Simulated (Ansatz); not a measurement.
Fe, DFT, PBE, all-electron LAPW, non-relativistic (Ansatz 0.2.0), on 4 threads of Arm Neoverse V1 (shared host).

Command: `ansatz run input.yaml --threads 4 --pin off --max-ram 10240MiB --backend cpu --events-out ev --progress --plain --runs-dir out`

```yaml
crystal:
  lattice:
    - [-1.4153672363, 1.4153672363, 1.4153672363]
    - [1.4153672363, -1.4153672363, 1.4153672363]
    - [1.4153672363, 1.4153672363, -1.4153672363]
  atoms:
    - { symbol: Fe, position: [0.0, 0.0, 0.0], spin: 2.5 }
magnetization:
  spin_polarized: true
kpoints:
  mp_grid: { grid: [25, 25, 25] }
scf:
  occupations: { method: fermi_dirac, width: 0.05 }
hamiltonian:
  xc: pbe
  pseudopotentials:
    kind: all_electron
    lapw: { basis_error: 0.0005 }
    relativity: none
output:
  forces: true
  stress: true
  eigenvalues: true
```

Problem. How large is the problem that the program sets up?

Solution. 455 irreducible k-points, 177 plane waves at Γ, 14 bands.

Problem. About how long does it take, and how much memory?

Solution. 26 s of wall time for 9 SCF iterations, with a peak of 0.81 GiB. Times on shared machines scatter by tens of per cent.
